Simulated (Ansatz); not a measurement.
C in space group Cmmm (No. 65; C on 8p, C on 8q) at seven volumes, plane-wave PAW PBEsol (Ansatz code), shape and atoms relaxed at each. One row is withheld.

```json
[
 {"V (Å³/atom)": "5.251", "P (GPa)": "?"},
 {"V (Å³/atom)": "5.424", "P (GPa)": "29.85"},
 {"V (Å³/atom)": "5.597", "P (GPa)": "13.87"},
 {"V (Å³/atom)": "5.770", "P (GPa)": "0.00"},
 {"V (Å³/atom)": "5.943", "P (GPa)": "-12.04"},
 {"V (Å³/atom)": "6.116", "P (GPa)": "-22.49"},
 {"V (Å³/atom)": "6.289", "P (GPa)": "-31.56"}
]
```

**Question.** Fit the shown pressures and predict the withheld one.

**Answer.** Third-order Birch–Murnaghan: P = (3/2)B₀(x^(7/2) − x^(5/2))[1 + (3/4)(B′ − 4)(x − 1)] with x = (V₀/V)^(2/3). Least squares on the six rows gives V₀ = 5.770 Å³/atom, B₀ = 430.4 GPa, B′ = 3.73. At V = 5.251, x = 1.0649 and P = 48.35 GPa. The run itself gave 48.27 GPa.

The start of the workflow was typed in or built on a structure type; the Crystallography Open Database copy checked does not list it. It is not the phase usual at ambient conditions (space group No. 194, 227). The cell was relaxed with PBEsol under the symmetry of its start; whether a distortion lowers the energy is not shown.

Potentials: the earlier of the program's two PAW sets. The files were generated under PBE; for other functionals the program regenerates the frozen cores, and for LDA and PBEsol the local potential too.
